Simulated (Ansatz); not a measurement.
TlBr:
```cif
data_BrTl
_chemical_formula_sum 'Tl1 Br1'
_space_group_name_H-M_alt 'P 1'
_space_group_IT_number 1
_cell_length_a 3.97983
_cell_length_b 3.97983
_cell_length_c 3.97983
_cell_angle_alpha 90.000
_cell_angle_beta 90.000
_cell_angle_gamma 90.000
loop_
_space_group_symop_operation_xyz
  'x, y, z'
loop_
_atom_site_label
_atom_site_type_symbol
_atom_site_fract_x
_atom_site_fract_y
_atom_site_fract_z
_atom_site_occupancy
Tl1 Tl 0.00000 0.00000 0.00000 1
Br1 Br 0.50000 0.50000 0.50000 1
```

Relaxed with PBE+D3(BJ). Plane-wave PAW PBE+D3(BJ) (Ansatz code) gives a gap of 1.86 eV.

Task: What gap does HSE06 give on the same cell (Ansatz, PAW)?

Result: 2.54 eV, 0.69 eV more. The hybrid was solved on a coarser mesh and at special points; its gap is the smallest among all of these.

```tsv
k	v1 PBE+D3(BJ)	c1 PBE+D3(BJ)	v1 HSE06	c1 HSE06
Γ	-1.31	7.01	[?]	[?]
R	-1.93	2.14	[?]	[?]
M	-0.73	4.87	[?]	[?]
X	0.00	1.86	0.00	2.54
```

Task: Top valence (v1) and lowest conduction level (c1) in eV from each method's valence maximum (which need not be a listed point): supply the withheld HSE06 values.

Result: 
- Γ, v1 HSE06: -1.62
- Γ, c1 HSE06: 7.82
- M, v1 HSE06: -0.99
- M, c1 HSE06: 5.73
- R, v1 HSE06: -2.32
- R, c1 HSE06: 2.81

Cost on shared cores: the PBE+D3(BJ) run (SCF on a 7×7×7 mesh, then bands and DOS) around 12 core-seconds (rough), the HSE06 run (SCF on 5×5×5, then a few points) very roughly 70 core-seconds; the tasks are unlike.

Space group Pm-3m (CsCl type). Symmetry was held in the PBE+D3(BJ) relaxation; phonons on a q-mesh show no instability. Spin–orbit coupling is left out wherever it is not named.

Potentials: the later of the program's two PAW sets.
